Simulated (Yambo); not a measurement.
CdS (zinc blende, space group F-43m, No. 216): a test of whether the lowest BSE state is resolved, against the k mesh (Yambo, PBEsol bands; otherwise 3 valence and 4 conduction bands, static screening with 30 bands and a 4 Ry block, scissor 1.18 eV, Tamm-Dancoff).

```csv
k mesh,direct gap (eV),lowest state (eV),difference (eV),k points taking part,rough cost
4×4×4,2.19,2.00,0.19,1.0,about 1/10
6×6×6,2.19,1.98,0.21,1.0,about 1/3
8×8×8,2.19,2.01,0.19,1.0,1
```

The last step moves the difference by 0.03 eV. Even the densest mesh doesn't resolve the state: none of these energies is a result, and the difference is no binding energy.

These are vertical excitations (zero momentum). The scissor comes from a G0W0 run whose convergence isn't established; costs are rough.

Spin-orbit splittings are left out.

Geometry relaxed with PBEsol; primitive cell a = b = c = 4.1188 Å, α = β = γ = 60.00°.
